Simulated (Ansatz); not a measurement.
Geometry optimisation in Ansatz: input, command and trajectory.

```yaml
crystal:
  lattice:
    - [3.9364041186, 0.0, 0.0]
    - [0.0, 3.9364041186, 0.0]
    - [0.0, 0.0, 3.9364041186]
  atoms:
    - { symbol: Sr, position: [0.5, 0.5, 0.5] }
    - { symbol: Ti, position: [0.0, 0.0, 0.0] }
    - { symbol: O, position: [0.5, 0.0, 0.0] }
    - { symbol: O, position: [0.0, 0.5, 0.0] }
    - { symbol: O, position: [0.0, 0.0, 0.5] }
basis:
  ecutwfc: 420
kpoints:
  mp_grid: { grid: [8, 8, 8] }
hamiltonian:
  xc: pbesol
scf:
  occupations: { method: gaussian, width: 0.02 }
output:
  forces: true
  stress: true
  eigenvalues: true
  write_density: true
  write_potential: true
  elf: true
  volumetric_format: npy
relax:
  adjacent_minimum: "off"
  f_tol: 0.005
  max_steps: 50
  cell: { stress_tol: 0.05 }
```

```bash
ansatz run input.yaml --threads 2 --pin off --max-ram 5120MiB --backend cpu --events-out ev --progress --plain --runs-dir out
```

All numbers below come from Ansatz, DFT PBEsol, scalar-relativistic, plane waves, PAW.

Of 6 frames 5 are shown, positions in Å and forces in eV/Å; the SCF threshold varies from step to step. Steps run on the plane waves of an earlier cell, with a Pulay correction in the pressure. The basis is chosen afresh for the last frame, the zero of the energies, and at times for earlier ones too; energy and pressure step there, also at an unchanged geometry.

```xyz
5
Lattice="3.9364 0.0000 0.0000 0.0000 3.9364 0.0000 0.0000 0.0000 3.9364" Properties=species:S:1:pos:R:3:forces:R:3 pbc="T T T" step=1 free_energy_over_end_meV_per_atom=8.03 pressure_GPa=-5.98
Sr    1.9682    1.9682    1.9682    0.0000    0.0000    0.0000
Ti    0.0000    0.0000    0.0000    0.0000    0.0000    0.0000
O     1.9682    0.0000    0.0000    0.0000    0.0000    0.0000
O     0.0000    1.9682    0.0000    0.0000    0.0000    0.0000
O     0.0000    0.0000    1.9682    0.0000    0.0000    0.0000
5
Lattice="3.8947 0.0000 0.0000 0.0000 3.8947 0.0000 0.0000 0.0000 3.8947" Properties=species:S:1:pos:R:3:forces:R:3 pbc="T T T" step=2 free_energy_over_end_meV_per_atom=-1.20 pressure_GPa=-0.32
Sr    1.9473    1.9473    1.9473    0.0000    0.0000    0.0000
Ti    0.0000    0.0000    0.0000    0.0000    0.0000    0.0000
O     1.9473    0.0000    0.0000    0.0000    0.0000    0.0000
O     0.0000    1.9473    0.0000    0.0000    0.0000    0.0000
O     0.0000    0.0000    1.9473    0.0000    0.0000    0.0000
5
Lattice="3.8924 0.0000 0.0000 0.0000 3.8924 0.0000 0.0000 0.0000 3.8924" Properties=species:S:1:pos:R:3:forces:R:3 pbc="T T T" step=3 free_energy_over_end_meV_per_atom=-1.30 pressure_GPa=0.02
Sr    1.9462    1.9462    1.9462    0.0000    0.0000    0.0000
Ti    0.0000    0.0000    0.0000    0.0000    0.0000    0.0000
O     1.9462    0.0000    0.0000    0.0000    0.0000    0.0000
O     0.0000    1.9462    0.0000    0.0000    0.0000    0.0000
O     0.0000    0.0000    1.9462    0.0000    0.0000    0.0000
5
Lattice="3.8924 0.0000 0.0000 0.0000 3.8924 0.0000 0.0000 0.0000 3.8924" Properties=species:S:1:pos:R:3:forces:R:3 pbc="T T T" step=4 free_energy_over_end_meV_per_atom=0.01 pressure_GPa=-0.18
Sr    1.9462    1.9462    1.9462    0.0000    0.0000    0.0000
Ti    0.0000    0.0000    0.0000    0.0000    0.0000    0.0000
O     1.9462    0.0000    0.0000    0.0000    0.0000    0.0000
O     0.0000    1.9462    0.0000    0.0000    0.0000    0.0000
O     0.0000    0.0000    1.9462    0.0000    0.0000    0.0000
5
Lattice="3.8911 0.0000 0.0000 0.0000 3.8911 0.0000 0.0000 0.0000 3.8911" Properties=species:S:1:pos:R:3:forces:R:3 pbc="T T T" step=6 free_energy_over_end_meV_per_atom=0.00 pressure_GPa=0.00
Sr    1.9456    1.9456    1.9456    0.0000    0.0000    0.0000
Ti    0.0000    0.0000    0.0000    0.0000    0.0000    0.0000
O     1.9456    0.0000    0.0000    0.0000    0.0000    0.0000
O     0.0000    1.9456    0.0000    0.0000    0.0000    0.0000
O     0.0000    0.0000    1.9456    0.0000    0.0000    0.0000
```

It took 8.4 s on 2 threads of Intel(R) Xeon(R) Platinum 8488C (Sapphire Rapids) (shared host), peak memory 0.45 GiB.